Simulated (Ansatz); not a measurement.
Tl (β-Sn type, space group No. 141) at seven volumes, DFT-r²SCAN in the program Ansatz with PAW potentials, shape and atoms relaxed at each. One row is withheld.

```csv
V (Å³/atom),P (GPa)
28.750,?
29.698,2.08
30.645,0.94
31.593,0.00
32.541,-0.78
33.489,-1.42
34.437,-1.95
```

Question: Fit the shown pressures and predict the withheld one.

Answer: P = (3/2)B₀(x^(7/2) − x^(5/2))[1 + (3/4)(B′ − 4)(x − 1)] with x = (V₀/V)^(2/3). Least squares on the six rows gives V₀ = 31.592 Å³/atom, B₀ = 28.5 GPa, B′ = 5.37. At V = 28.750, x = 1.0649 and P = 3.46 GPa. The run itself gave 3.45 GPa.

Space group I4_1/amd (β-Sn type). A made-up cell: these elements were put on the sites of a structure type; neither database checked (COD, Materials Project) lists it. It is not the phase usual at ambient conditions (space group No. 194). The cell was relaxed with r²SCAN under the symmetry of its start; of distortions, only those at the zone centre were tested. Scalar-relativistic: spin–orbit coupling is off unless named, which matters more the heavier the elements.

Potentials: the later of the program's two PAW sets.
